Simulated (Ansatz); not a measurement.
Consider the following.

Si2W:
```cif
data_Si2W
_chemical_formula_sum 'Si2 W1'
_space_group_name_H-M_alt 'P 1'
_space_group_IT_number 1
_cell_length_a 4.54836
_cell_length_b 4.54836
_cell_length_c 4.54836
_cell_angle_alpha 138.417
_cell_angle_beta 138.417
_cell_angle_gamma 60.265
loop_
_space_group_symop_operation_xyz
  'x, y, z'
loop_
_atom_site_label
_atom_site_type_symbol
_atom_site_fract_x
_atom_site_fract_y
_atom_site_fract_z
_atom_site_occupancy
Si1 Si 0.33457 0.33457 0.00000 1
Si2 Si 0.66543 0.66543 0.00000 1
W1 W 0.00000 0.00000 0.00000 1
```

This is the PBE-relaxed structure.

All from plane-wave PAW PBE (Ansatz code), unless another level is named. Give the electronic character.

metallic (no gap).

Predict the formation energy from the elements (no fitted shifts).

-0.34 eV/atom.

Predict the density of states at the Fermi level.

0.07 states/eV per atom (mean over ±0.08 eV).

Space group I4/mmm (MoSi2 or CaC2 type). The PBE relaxation kept the symmetry of its start. The run is not spin-polarised. The references are the lowest solids computed at this level, not always the standard phases. Spin–orbit coupling is left out wherever it is not named.

Potentials: the later of the program's two PAW sets.
